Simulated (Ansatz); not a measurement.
A geometry of I away from equilibrium: step 3 of the relaxation of a relaxed I cell displaced along its unstable phonon at q = (½, 0, 0) of its primitive reciprocal cell (89i cm⁻¹), largest move 0.15 Å. Calculation: PBE (plane waves to 420 eV, PAW, scalar-relativistic; Ansatz, a quantum-chemistry and plane-wave program). Γ-centred k-mesh 9×9×4 on the run's cell (coarser than for final values), Fermi–Dirac smearing 0.05 eV. The plane waves were selected for a different cell earlier on the path.

```
CELL_PARAMETERS angstrom
      9.06324     0.05742     0.00000
     -2.24095     3.88143     0.00000
      0.00000     0.00000     9.28635
ATOMIC_POSITIONS crystal
  I  0.00000 0.00000 0.00000
  I  0.50000 0.00000 0.00000
  I  0.00000 0.00000 0.50000
  I  0.50000 0.00000 0.50000
  I  0.15418 0.76969 0.25000
  I  0.65418 0.53868 0.25000
  I  0.34582 0.46132 0.75000
  I  0.84582 0.23031 0.75000
```

**Question.** Give the Cartesian forces on all atoms (eV/Å).

**Answer.** 
```
atom     Fx     Fy    Fz
----  -----  -----  ----
I1     0.00   0.00  0.00
I2     0.00   0.00  0.00
I3     0.00   0.00  0.00
I4     0.00   0.00  0.00
I5    -0.93   0.54  0.00
I6     0.00  -1.08  0.00
I7     0.00   1.08  0.00
I8     0.93  -0.54  0.00
```

The path ends in Pnma (No. 62). No spin polarisation in the result. Without a van der Waals term the distances between weakly bound units are poorly fixed.

The run could not lose the symmetry of its start, so the end can be a saddle point.

The end of the path is a generated cell of I: the first start was made by placing the elements on the sites of a structure type, and the end was not matched to a known phase here, so it may be hypothetical. Known forms of I include space group No. 64.
